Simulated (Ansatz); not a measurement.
CaGe$_{2}$ in space group R-3m (No. 166; Ca on 3a, Ge on 6c), PBE (plane waves, PAW; program Ansatz), all energies at zero smearing, with the estimated change up to a 700 eV cutoff added, with one set of potentials and settings (totals compare only within such a set). Cell of 3 atoms (1 Ca, 2 Ge): -10408.303 eV.

```csv
element,reference phase,E (eV/atom)
Ca,"Fm-3m, 1 atoms in the cell",-1816.8597
Ge,"Fd-3m, 2 atoms in the cell",-4294.9847
```

Formation energy per atom, worked out: (-10408.303 − 1×(-1816.8597) − 2×(-4294.9847))/3 = -0.491 eV/atom (-47 kJ per mol of atoms), at 0 K, without zero-point energy or fitted corrections.

The first step of the workflow began from a Materials Project structure, measured or hypothetical; the Crystallography Open Database copy checked does not list it. Its standing as an ambient phase is unchecked. The cell was relaxed with PBE under the symmetry of its start; its stability against distortions is not shown here. The references are the lowest solids computed at this level, not always the standard phases.

Potentials: the later of the program's two PAW sets.
